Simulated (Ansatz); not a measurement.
The start is a randomly generated symmetric cell of TiAl3 (space group No. 229). A full variable-cell relaxation at zero pressure is run with PBE (plane waves to 420 eV, PAW, scalar-relativistic; Ansatz, a first-principles code). The first steps use a coarse 9×9×9 k-mesh.

The start:
```yaml
crystal:
  lattice:
    - [-2.58351, 2.58351, 2.58351]
    - [2.58351, -2.58351, 2.58351]
    - [2.58351, 2.58351, -2.58351]
  atoms:
    - { symbol: Al, position: [0.00000, 0.50000, 0.50000] }
    - { symbol: Al, position: [0.50000, 0.00000, 0.50000] }
    - { symbol: Al, position: [0.50000, 0.50000, 0.00000] }
    - { symbol: Ti, position: [0.00000, 0.00000, 0.00000] }
```

```json
{
 "initial_pressure": "+12.1 GPa (positive: the cell is compressed)",
 "outcome": "The space group stays Im-3m (No. 229) (the run could not lower it); the end is AFLOW prototype A3B_cI8_229_b_a (as in H3S), with 4 atoms in the primitive cell",
 "energy_released": "0.09 eV/atom",
 "volume_change": "+16.3 %, from 17.24 to 20.05 Å³/atom",
 "Shortest distances (start → end)": "The closest pairs of elements (up to four, under 3.6 Å), start → end: Al–Ti 2.58 → 2.72 Å; Al–Al 2.58 → 2.72 Å",
 "band_gap_at_the_end": "zero (metallic)",
 "optimiser_moves": "4"
}
```

It ends as:

Space group Im-3m (No. 229); a = b = c = 5.4330 Å, α = β = γ = 90.00°

```
atom  site  symmetry       x       y       z
----  ----  --------  ------  ------  ------
Al      6b    4/mm.m  0.0000  0.0000  0.5000
Ti      2a      m-3m  0.0000  0.0000  0.0000
```
(The calculation used a cell of 4 atoms; values per cell refer to that cell.)

Final values are on a 12×12×12 k-mesh of the relaxed cell. No spin polarisation in the result.

The run could not lose the symmetry of its start, so the end can be a saddle point.

All atoms sit on sites fixed by symmetry, so only the cell could relax.

The relaxed structure here is a generated cell of TiAl3: the first start was made by a random draw of sites in a space group, and the end was not matched to a known phase here, so it may be hypothetical. Known forms of TiAl3 include space group No. 139.
